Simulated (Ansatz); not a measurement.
Born–Oppenheimer molecular dynamics of a 18-atom GeSb₄Te₄ cell at 33.11 Å³/atom, computed with Ansatz: Langevin thermostat at 2200 K, 38 steps of 3.0 fs, friction 0.005 1/fs. The run is short and the cell small, so it isn't an equilibrium average.

```yaml
crystal:
  lattice:
    - [8.020447, 0.036569, -0.258236]
    - [0.036569, 8.872817, -0.127032]
    - [-0.258236, -0.127032, 8.385919]
  atoms:
    - { symbol: Ge, position: [0.6508981814, 0.4949242216, 0.6455265955] }
    - { symbol: Ge, position: [0.6717951555, 0.0664590637, 0.3034837755] }
    - { symbol: Sb, position: [0.1013346773, 0.4378655316, 0.5803014579] }
    - { symbol: Sb, position: [0.8317370521, 0.6217874679, 0.1191084327] }
    - { symbol: Sb, position: [0.2086357917, 0.989167078, 0.8083383756] }
    - { symbol: Sb, position: [0.633076877, 0.9798770597, 0.933835572] }
    - { symbol: Sb, position: [0.0889349916, 0.7694909031, 0.3801450671] }
    - { symbol: Sb, position: [0.3908878869, 0.2052857695, 0.4005673669] }
    - { symbol: Sb, position: [0.5015969953, 0.6748310779, 0.911327097] }
    - { symbol: Sb, position: [0.0979451728, 0.0632223834, 0.4986953367] }
    - { symbol: Te, position: [0.397201238, 0.4497288635, 0.1759188745] }
    - { symbol: Te, position: [0.0100243578, 0.123640247, 0.1549931282] }
    - { symbol: Te, position: [0.7786337911, 0.455541667, 0.3984668595] }
    - { symbol: Te, position: [0.1570656113, 0.7296245064, 0.0468415344] }
    - { symbol: Te, position: [0.9176857044, 0.3861719203, 0.8388307288] }
    - { symbol: Te, position: [0.7910719501, 0.9806839881, 0.600377226] }
    - { symbol: Te, position: [0.3643241821, 0.6759798528, 0.6167020679] }
    - { symbol: Te, position: [0.4603843178, 0.2247511552, 0.767836538] }
  symmetry: { detect: false }
basis:
  ecutwfc: 420
  xc_grid: 1
kpoints:
  mp_grid: { grid: [1, 1, 1], shift: [0.25, 0.25, 0.25] }
hamiltonian:
  xc: pbe
scf:
  occupations: { method: fermi_dirac, width: 0.1896 }
  lower_state_search: "off"
  convergence: { dr2_threshold: 1.0e-05 }
output:
  forces: true
  stress: true
md:
  timestep: 3.0
  n_steps: 38
  ensemble: nvt_langevin
  friction: 0.005
  temperature: 2200.0
  initial_velocities: maxwell_boltzmann
  seed: 13248
```

```bash
ansatz run input.yaml --threads 2 --pin off --max-ram 5120MiB --backend cpu --events-out ev --progress --plain --runs-dir out
```

Theory: DFT PBE, scalar-relativistic, plane waves, PAW (Ansatz 0.2.0).

6 frames, positions in Å (not wrapped into the cell) and forces in eV/Å:

```xyz
18
Lattice="8.020 0.037 -0.258 0.037 8.873 -0.127 -0.258 -0.127 8.386" Properties=species:S:1:pos:R:3:forces:R:3 pbc="T T T" time_fs=0.0 temperature_K=2078 free_energy_over_first_frame_eV=0.000
Ge    5.072    4.333    5.182   -1.300   -0.040    2.660
Ge    5.312    0.576    2.363    0.520   -0.090   -0.730
Sb    0.679    3.815    4.785    0.370   -0.270   -0.560
Sb    6.663    5.532    0.705   -0.290    0.890   -0.300
Sb    1.501    8.682    6.599    0.530   -0.130    1.220
Sb    4.872    8.599    7.543    0.170    0.130    0.640
Sb    0.643    6.783    3.067   -0.240   -1.090   -0.330
Sb    3.039    1.785    3.232    0.570    0.320   -0.400
Sb    3.812    5.890    7.427    1.280   -0.410    2.210
Sb    0.659    0.501    4.149    0.100    1.180   -0.930
Te    3.157    3.983    1.316   -0.200   -0.150    0.330
Te    0.045    1.078    1.281   -0.560    0.160   -0.310
Te    6.159    4.020    3.083    0.580   -1.000   -2.020
Te    1.274    6.474    0.260    0.510    0.150   -0.350
Te    7.158    3.353    6.748    0.020   -0.400    0.920
Te    6.226    8.654    4.706   -0.820   -0.710    0.360
Te    2.788    5.933    4.992   -0.860    0.800   -2.120
Te    3.502    1.913    6.292   -0.380    0.650   -0.300
18
Lattice="8.020 0.037 -0.258 0.037 8.873 -0.127 -0.258 -0.127 8.386" Properties=species:S:1:pos:R:3:forces:R:3 pbc="T T T" time_fs=24.0 temperature_K=2133 free_energy_over_first_frame_eV=-0.461
Ge    5.012    4.404    5.349   -0.510   -0.340    1.150
Ge    5.391    0.645    2.399    0.190    0.050   -1.000
Sb    0.635    3.808    4.824    0.380   -0.250   -0.820
Sb    6.606    5.708    0.730   -0.490    0.580    0.070
Sb    1.553    8.576    6.709    0.440    0.430    0.720
Sb    4.855    8.685    7.525    0.320    0.060    0.830
Sb    0.670    6.512    3.091   -0.490   -0.160   -0.650
Sb    3.038    1.744    3.262    0.130    0.350   -0.630
Sb    3.730    5.999    7.438    1.170   -0.460    1.290
Sb    0.609    0.367    4.251    1.930    1.130   -1.550
Te    3.204    4.014    1.278   -0.170   -0.340    0.440
Te   -0.118    1.030    1.363   -0.300    0.030   -0.240
Te    6.069    3.957    3.095    0.140   -0.690   -0.880
Te    1.276    6.540    0.231    0.210   -0.030   -0.070
Te    7.199    3.453    6.820   -0.180   -0.460    1.000
Te    6.297    8.584    4.602   -2.570   -1.080    1.170
Te    2.831    6.100    4.821    0.140    0.180   -0.530
Te    3.501    1.924    6.208   -0.350    0.990   -0.310
18
Lattice="8.020 0.037 -0.258 0.037 8.873 -0.127 -0.258 -0.127 8.386" Properties=species:S:1:pos:R:3:forces:R:3 pbc="T T T" time_fs=45.0 temperature_K=2581 free_energy_over_first_frame_eV=-0.424
Ge    5.023    4.444    5.605   -0.330   -0.480   -0.270
Ge    5.503    0.690    2.347   -1.110   -0.190    0.080
Sb    0.587    3.832    4.817    0.320   -0.450   -0.650
Sb    6.529    5.873    0.828   -0.640    0.350    0.170
Sb    1.633    8.442    6.783    0.440    1.200   -0.270
Sb    4.836    8.740    7.519    0.370    0.160    0.840
Sb    0.670    6.292    3.074   -0.700    0.370   -0.520
Sb    3.068    1.699    3.315    0.150    0.270   -1.030
Sb    3.665    6.062    7.525    1.270   -0.700    0.470
Sb    0.628    0.327    4.329    1.600    0.780   -1.410
Te    3.269    4.013    1.231   -0.160   -0.460    0.420
Te   -0.321    0.948    1.418    1.080    0.030   -0.690
Te    6.000    3.931    3.058   -0.310   -0.200    0.000
Te    1.303    6.608    0.201   -0.510   -0.590    0.540
Te    7.218    3.511    6.888    0.110   -0.440    0.900
Te    6.301    8.454    4.601   -2.450   -0.840    0.740
Te    2.866    6.257    4.658    1.010   -0.160    0.740
Te    3.485    1.934    6.117   -0.150    1.350   -0.070
18
Lattice="8.020 0.037 -0.258 0.037 8.873 -0.127 -0.258 -0.127 8.386" Properties=species:S:1:pos:R:3:forces:R:3 pbc="T T T" time_fs=69.0 temperature_K=2163 free_energy_over_first_frame_eV=0.681
Ge    5.111    4.559    5.854   -0.360   -0.520   -0.900
Ge    5.565    0.747    2.312   -5.150   -0.590    2.750
Sb    0.511    3.876    4.782    0.180   -1.010    0.110
Sb    6.418    6.080    0.958   -0.580    0.190    0.240
Sb    1.707    8.339    6.806    0.850    2.560   -1.930
Sb    4.903    8.837    7.539    0.070    0.410    0.350
Sb    0.687    6.083    3.027   -0.010    0.980   -0.110
Sb    3.134    1.670    3.337    0.060    0.230   -1.510
Sb    3.640    6.145    7.649    1.840   -1.050    0.240
Sb    0.695    0.302    4.360   -0.340    0.050   -0.860
Te    3.267    3.965    1.168   -0.140   -0.520    0.320
Te   -0.511    0.848    1.503    5.440    0.240   -2.780
Te    5.971    3.942    3.027   -0.650    0.210    0.140
Te    1.332    6.678    0.113   -1.900   -1.710    2.020
Te    7.291    3.584    7.026    0.510   -0.470    0.560
Te    6.140    8.284    4.630   -0.550   -0.220    0.030
Te    2.989    6.413    4.560    0.590   -0.180    0.730
Te    3.446    2.010    6.019    0.130    1.380    0.600
18
Lattice="8.020 0.037 -0.258 0.037 8.873 -0.127 -0.258 -0.127 8.386" Properties=species:S:1:pos:R:3:forces:R:3 pbc="T T T" time_fs=90.0 temperature_K=2488 free_energy_over_first_frame_eV=-0.038
Ge    5.189    4.634    6.046   -0.220   -0.550   -1.150
Ge    5.394    0.748    2.382   -0.840   -0.840    0.870
Sb    0.445    3.827    4.729    0.190   -1.620    1.010
Sb    6.351    6.220    1.084   -0.380    0.240    0.230
Sb    1.753    8.347    6.782    1.080    2.320   -2.010
Sb    4.960    8.971    7.576   -0.270    0.520   -0.040
Sb    0.678    5.888    3.003    0.820    1.620   -0.150
Sb    3.169    1.625    3.271   -0.990    0.710   -0.950
Sb    3.701    6.199    7.725    0.980   -0.770    0.500
Sb    0.711    0.298    4.327   -0.840   -0.170   -0.620
Te    3.229    3.871    1.133   -0.010   -0.400    0.140
Te   -0.526    0.768    1.460    2.420   -0.010   -0.890
Te    5.958    3.981    3.037   -0.920    0.140   -0.070
Te    1.281    6.702    0.080   -1.550   -1.620    1.800
Te    7.400    3.633    7.156    0.470   -0.520    0.170
Te    6.004    8.149    4.700    0.030    0.020   -0.200
Te    3.139    6.525    4.433   -0.100   -0.190    0.560
Te    3.419    2.141    5.932    0.120    1.110    0.790
18
Lattice="8.020 0.037 -0.258 0.037 8.873 -0.127 -0.258 -0.127 8.386" Properties=species:S:1:pos:R:3:forces:R:3 pbc="T T T" time_fs=114.0 temperature_K=3149 free_energy_over_first_frame_eV=-0.210
Ge    5.261    4.661    6.174   -0.120   -0.530   -1.060
Ge    5.165    0.555    2.578    4.100   -2.330   -1.470
Sb    0.414    3.712    4.778    0.220   -1.690    1.250
Sb    6.229    6.347    1.242    0.430    0.430    0.770
Sb    1.805    8.440    6.685    0.920    0.340   -0.260
Sb    5.010    9.099    7.580   -0.450    0.400   -0.120
Sb    0.706    5.712    2.998    0.790    1.560   -0.400
Sb    3.223    1.631    3.134   -3.940    2.290    0.860
Sb    3.795    6.194    7.876   -0.590   -0.320    0.310
Sb    0.705    0.342    4.330   -0.730    0.160   -0.980
Te    3.198    3.791    1.089    0.150   -0.250    0.010
Te   -0.470    0.696    1.350    0.330    0.000    0.370
Te    5.943    3.975    3.051   -0.810    0.140   -0.250
Te    1.130    6.693    0.151   -0.190   -0.060    0.200
Te    7.526    3.670    7.295    0.140   -0.480   -0.080
Te    5.799    8.071    4.741    0.900    0.030    0.230
Te    3.337    6.724    4.375   -1.110   -0.530    0.410
Te    3.380    2.288    5.947   -0.040    0.820    0.200
```

Over the second half the temperature averages 2513 K and the pressure (kinetic part included, positive in compression) 4.9 GPa. Mean square displacements at the end: Ge 0.49 Å², Sb 0.39 Å², Te 0.43 Å² (from the start of this run, the atoms' common shift taken off).

One k point is coarse for so small a cell, so forces and above all the pressure are rough.

Time: 6.8 min on 2 threads of Intel(R) Xeon(R) Processor @ 2.50GHz (Skylake/Cascade Lake), with other jobs on the host, peak memory 0.97 GiB.